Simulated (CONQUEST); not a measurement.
Worked example: self-consistent single point of GaSb (F-43m, 8 atoms in the cell; from Materials Project mp-1156, changed as shown) in CONQUEST.

Computed with PBE, numerical atomic orbitals double-zeta with polarisation (the shipped basis), PseudoDojo norm-conserving potentials made for PBE (CONQUEST).

The change in words: volume scaled by 0.94. Reference geometry (F-43m):
```
CELL_PARAMETERS angstrom
      6.13721     0.00000     0.00000
      0.00000     6.13721     0.00000
      0.00000     0.00000     6.13721
ATOMIC_POSITIONS crystal
  Ga 0.00000 0.00000 0.00000
  Ga 0.00000 0.50000 0.50000
  Ga 0.50000 0.00000 0.50000
  Ga 0.50000 0.50000 0.00000
  Sb 0.25000 0.25000 0.25000
  Sb 0.25000 0.75000 0.75000
  Sb 0.75000 0.25000 0.75000
  Sb 0.75000 0.75000 0.25000
```

Reference input (self-consistent single point, DFT, PBE, numerical atomic orbitals double-zeta with polarisation (the shipped basis), PseudoDojo norm-conserving potentials made for PBE): basis = DZP; Diag.MPMeshX, Y, Z = 3 3 3; potentials = PseudoDojo norm-conserving PBE; Grid.GridCutoff = 140 Ha; DM.SolutionMethod = diagon; Diag.kT = 0.004998 Ha; Diag.GammaCentred = true; minE.SCTolerance = 1.0e-06; SC.MaxIters = 100; SC.LinearMixingFactor = 0.3; SC.KerkerPreCondition = true; SC.KerkerFactor = 0.1 1/bohr. This run's input differs from it in these lines:

```diff
@@ -32,5 +32,5 @@
 # file: GaSb.in
-     6.137210000      0.000000000      0.000000000
-     0.000000000      6.137210000      0.000000000
-     0.000000000      0.000000000      6.137210000
+     6.011925000      0.000000000      0.000000000
+     0.000000000      6.011925000      0.000000000
+     0.000000000      0.000000000      6.011925000
 8
```

Output, abridged:

```
    new_SC_potl: Starting.  Tolerance:  0.10000E-05

    PulayMixSC: Starting Pulay mixing, A_up =  0.300 A_dn =  0.300
    PulayMixSC: Spin non-polarised calculation.
    PulayMixSC: with Kerker preconditioning, q0 =  0.100
          Harris-Foulkes Energy            :      -669.677361949554552 Ha
          GroundState Energy (E-(1/2)TS)   :      -669.677867032414838 Ha
          Free Energy (E-TS)               :      -669.678372115275124 Ha
          DFT Total Energy                 :      -669.645518232490986 Ha
          Total number of electrons        :       111.999999999982279
   [... lines left out ...]
          Total number of electrons        :       112.000113076446169
    PulayMixSC: Pulay iteration     6 residual:              0.42904E-05
          Harris-Foulkes Energy            :      -669.656769073477108 Ha
          GroundState Energy (E-(1/2)TS)   :      -669.657404573145072 Ha
          Free Energy (E-TS)               :      -669.658040072813037 Ha
          DFT Total Energy                 :      -669.656769069965549 Ha
          Total number of electrons        :       112.000111769363173
    PulayMixSC: Pulay iteration     7 residual:              0.49557E-06
    PulayMixSC: Reached SCF tolerance of  0.49557E-06 after      7 iterations
      | Number of electrons      =       112.000112
      |* band energy as 2Tr[K.H] =       -88.970865477272639 Ha
      |  screened ion-ion energy =      -517.242750983853398 Ha
      |  Ha correction           =         1.750483796446539 Ha
      |  XC correction           =       -65.193625929121097 Ha
      | GS Energy as E-(1/2)TS   =      -669.657404573145072 Ha
      | Free Energy as E-TS      =      -669.658040072813037 Ha
      |* Harris-Foulkes energy   =      -669.656769073477108 Ha
      |* DFT total energy        =      -669.656769069965549 Ha
      |  estimated accuracy      =        -0.000000003511559 Ha

    force: Forces on atoms (Ha/A )
    force:  Atom   X              Y              Z
   [... lines left out ...]
    force: Maximum force :        0.00000000(Ha/A ) on atom         7 in z direction
   [... lines left out ...]
    force: Force Residual:        0.00000000 Ha/A
    force: Total stress:         -6.30955143     0.00000000     0.00000000 GPa
                             0.00000000    -6.30955143     0.00000000
                             0.00000000     0.00000000    -6.30955143
    force: Average pressure:      6.30955143 GPa

    force: Finished force
    get_E_and_F: Change in energy during last step of electronic optimisation: -0.39185E-05
```

The run converged in 7 iterations. CONQUEST prints the stress tensor with tension positive. Against the reference run the free energy goes up by 43.9 meV/atom and the pressure goes from 2.03 to 6.31 GPa.

Spin-orbit coupling is left out, which matters for bands and gaps with elements this heavy. The program uses no crystal symmetry, so grid and mesh can part values that symmetry would make equal. The atom-centred basis is finite, which shifts total energies and pressures against plane waves. The structure comes from a collection of computed structures, made at another level of theory; the collection holds predicted forms beside known ones.

Cost on one core: around 70 core-seconds (rough).
